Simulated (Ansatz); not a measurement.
Input:

LaB₆:
```xyz
7
Lattice="4.1299 0.0000 0.0000 0.0000 4.1299 0.0000 0.0000 0.0000 4.1299" Properties=species:S:1:pos:R:3 pbc="T T T"
La     0.0000     0.0000     0.0000
B      0.8245     2.0649     2.0649
B      2.0649     0.8245     2.0649
B      3.3053     2.0649     2.0649
B      2.0649     3.3053     2.0649
B      2.0649     2.0649     0.8245
B      2.0649     2.0649     3.3053
```

This is the PBEsol-relaxed structure.

Problem. All from PBEsol in the plane-wave PAW code Ansatz, unless another level is named. Predict the electronic character.

Solution. metallic (no gap).

Problem. And the density of states at the Fermi level?

Solution. 0.12 states/eV per atom (mean over ±0.08 eV).

Problem. Next, the formation energy from the elements (no fitted shifts)?

Solution. -0.56 eV/atom.

Problem. Next, the gap with spin–orbit coupling?

Solution. none (metallic).

Space group Pm-3m. The cell was relaxed with PBEsol under the symmetry of its start; of distortions, only those at the zone centre were tested. The references are the lowest solids computed at this level, not always the standard phases. Scalar-relativistic: spin–orbit coupling is off unless named, which matters more the heavier the elements.

Potentials: the later of the program's two PAW sets.
